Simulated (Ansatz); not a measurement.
**TiB: do energies and stresses tell the same story?**

Theory: DFT r2SCAN, scalar-relativistic, plane waves, PAW in Ansatz.

Cutoff 500 eV; k points 6×12×8 on the computed 8-atom cell (Γ-centred); Gaussian smearing, width 0.10 eV; no spin polarisation.

Relaxed cell: Pnma, a = 6.103 Å, b = 3.047 Å, c = 4.557 Å, α = 90.00°, β = 90.00°, γ = 90.00°, 8 atoms in the primitive cell. Whether it is the stable form of this composition wasn't checked.

Energies at zero smearing and pressures from the stress tensor, at volumes with shape and atoms relaxed:
| V (Å³/atom) | E − E(first) (meV/atom) | P (GPa) |
| --- | --- | --- |
| 9.322 | 0.00 | 35.38 |
| 9.640 | -59.03 | 24.44 |
| 9.958 | -97.92 | 15.03 |
| 10.276 | -119.50 | 6.95 |
| 10.593 | -126.18 | 0.00 |
| 10.911 | -120.08 | -5.97 |
| 11.229 | -102.98 | -11.10 |
| 11.653 | -65.80 | -16.79 |

Q: Check P = −dE/dV between neighbouring volumes, and get the bulk modulus from the pressures alone.

A: With 1 eV/Å³ = 160.2 GPa:
| middle V (Å³/atom) | −ΔE/ΔV (GPa) | mean P (GPa) |
| --- | --- | --- |
| 9.481 | 29.759 | 29.906 |
| 9.799 | 19.607 | 19.734 |
| 10.117 | 10.877 | 10.989 |
| 10.434 | 3.372 | 3.471 |
| 10.752 | -3.080 | -2.989 |
| 11.070 | -8.618 | -8.536 |
| 11.441 | -14.060 | -13.942 |

The two differ by 0.15 GPa at most. The mean of two end pressures misses the average over a step by about ΔV² P″/12, up to 0.14 GPa here; with that taken off 0.02 GPa remains. Around V = 10.593 Å³/atom, the two neighbours give B = −V ΔP/ΔV = 10.593 × 12.92 / 0.636 = 215.3 GPa, against B0 = 214.2 GPa from the Birch–Murnaghan fit of the energies.

Cost: 9 runs of about 87 core-minutes in all, on Intel Xeon Processor @ 2.50GHz (Skylake/Cascade Lake) (shared hosts).